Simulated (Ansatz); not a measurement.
Given:

ZrPbO$_{3}$ (space group Amm2)

```yaml
crystal:
  lattice:
    - [4.11534, 0.00000, 0.00000]
    - [0.00000, 2.93080, 2.99756]
    - [0.00000, -2.93080, 2.99756]
  atoms:
    - { symbol: Zr, position: [0.50000, 0.50765, 0.50765] }
    - { symbol: Pb, position: [0.00000, 0.95022, 0.95022] }
    - { symbol: O, position: [0.50000, 0.02932, 0.56186] }
    - { symbol: O, position: [0.50000, 0.56186, 0.02932] }
    - { symbol: O, position: [0.00000, 0.55794, 0.55794] }
```

The volume is varied about the relaxed value V₀ at fixed cell shape. The atoms relax within the cell's symmetry.

Level of theory: PBEsol (plane waves to 420 eV, PAW, scalar-relativistic; Ansatz, a program for electronic structure). k mesh 8×8×8 (Γ-centred), Fermi-Dirac smearing 0.05 eV. Energies are smeared free energies. Stress and pressure are positive under compression. With the shape held, the modulus is that of even scaling; a crystal free to change shape is softer. Spin-orbit coupling is left out, though Pb is heavy. This is one of several known forms of ZrPbO3; the measured ambient cells at hand have space group No. 55. ZrPbO3 is run without spin polarisation. ZrPbO3 was relaxed with its symmetry unable to fall. The zero of ΔE is the relaxed starting cell.

The scan covers V/V₀ from 0.900 to 1.100 in 9 points.

**Question.** What pressure does the cell carry at V/V₀ = 0.900?

**Answer.** 18.2 GPa.

**Question.** What is ΔE at V/V₀ = 1.100?

**Answer.** 49.9 meV/atom.

**Question.** What is ΔE at V/V₀ = 0.900?

**Answer.** 74.6 meV/atom.

(Under strain, the slope of the energy per volume gives the stress and its curvature an elastic modulus.)
